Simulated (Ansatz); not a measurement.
MgSnSe₂:
```yaml
crystal:
  lattice:
    - [3.99978, 0.00000, 0.00000]
    - [-1.99989, 3.46391, 0.00000]
    - [0.00000, 0.00000, 6.88014]
  atoms:
    - { symbol: Se, position: [0.66667, 0.33333, 0.71852] }
    - { symbol: Sn, position: [0.00000, 0.00000, 0.00000] }
    - { symbol: Se, position: [0.33333, 0.66667, 0.28148] }
    - { symbol: Mg, position: [0.00000, 0.00000, 0.50000] }
```

PBE+D3(BJ) in the plane-wave PAW code Ansatz gives a gap of 0.20 eV without spin–orbit coupling, maximum at A, minimum at L.

What happens when spin–orbit coupling is switched on?

The gap drops by 0.02 eV, to 0.18 eV; maximum at A, minimum at L.

Give the electron effective mass with spin–orbit coupling.

0.10, 0.81, 0.97 mₑ (principal values).

Give the hole effective mass with spin–orbit coupling.

0.070, 0.58, 0.58 mₑ (principal values).

Space group P-3m1. The cell is a constructed one: a structure type filled with these elements; neither database checked (COD, Materials Project) lists it. Its standing as an ambient phase is unchecked. The PBE+D3(BJ) relaxation kept the symmetry of its start; of distortions, only those at the zone centre were tested.

Potentials: the later of the program's two PAW sets.
